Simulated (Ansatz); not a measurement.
TiO2 (anatase)

```yaml
crystal:
  lattice:
    - [-1.89940, 1.89940, 4.85040]
    - [1.89940, -1.89940, 4.85040]
    - [1.89940, 1.89940, -4.85040]
  atoms:
    - { symbol: Ti, position: [0.50000, 0.50000, 0.00000] }
    - { symbol: Ti, position: [0.25000, 0.75000, 0.50000] }
    - { symbol: O, position: [0.29355, 0.29355, 0.00000] }
    - { symbol: O, position: [0.04355, 0.54355, 0.50000] }
    - { symbol: O, position: [0.45645, 0.95645, 0.50000] }
    - { symbol: O, position: [0.70645, 0.70645, 0.00000] }
```

A phonon eigenvector at Γ is frozen into this cell: atom i moves by Q times the vector below, so Q is the largest atomic displacement, in Å. The cell is held. It is one choice among 2 degenerate patterns.

```tsv
atom	x	y	z
Ti1	0.000	-0.054	0.000
Ti2	0.000	-0.054	0.000
O3	0.000	-0.837	0.000
O4	0.000	1.000	0.000
O5	0.000	-0.837	0.000
O6	0.000	1.000	0.000
```

All values below come from PBE (plane waves to 420 eV, PAW, scalar-relativistic; Ansatz, a program for electronic structure). k mesh 12×12×12 (Γ-centred), Fermi-Dirac smearing 0.05 eV. E stands for the smeared free energy. Left out: 2 of 13 points, with atoms too close for the PAW data. TiO2 is run without spin polarisation. TiO2 was relaxed with its symmetry unable to fall. The zero of ΔE is the undisplaced structure.

The scan covers Q from -0.233 to 0.233 Å in 11 points.

Task: Which space group does the distorted structure have?

Result: Ima2 (No. 46), lowered from I4_1/amd.

Task: Is the energy the same for equal positive and negative displacements?

Result: Even: the same for both signs.

Task: What is the energy change at Q = 0.233 Å?

Result: 1007 meV/cell.

Task: What harmonic wavenumber does the curvature at Q = 0 give?

Result: 395 cm⁻¹.

(For displaced atoms, the force is minus the slope of the energy, and its curvature is a force constant, which sets phonon frequencies.)
